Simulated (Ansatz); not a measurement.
SrTiO3:
```
SrTiO3
1.0
    3.89108     0.00000     0.00000
    0.00000     3.89108     0.00000
    0.00000     0.00000     3.89108
Sr Ti O
1 1 3
Direct
  0.00000   0.00000   0.00000
  0.50000   0.50000   0.50000
  0.00000   0.50000   0.50000
  0.50000   0.50000   0.00000
  0.50000   0.00000   0.50000
```

PBEsol in the plane-wave PAW code Ansatz gives a gap of 1.85 eV without spin–orbit coupling, maximum at R, minimum at Γ.

**Question.** What happens when spin–orbit coupling is switched on?

**Answer.** The gap falls by 0.01 eV, to 1.84 eV; maximum at R, minimum at Γ.

**Question.** Give the electron effective mass with spin–orbit coupling, band 1 of 2 at the edge.

**Answer.** 1.0 along [100], 0.71 along [110], 0.59 along [111] (mₑ).

**Question.** Give the electron effective mass with spin–orbit coupling, band 2 of 2 at the edge.

**Answer.** 0.37 along [100], 0.44 along [110], 0.50 along [111] (mₑ).

Space group Pm-3m (cubic perovskite). The PBEsol relaxation kept the symmetry of its start. The run is not spin-polarised.

Potentials: the later of the program's two PAW sets.
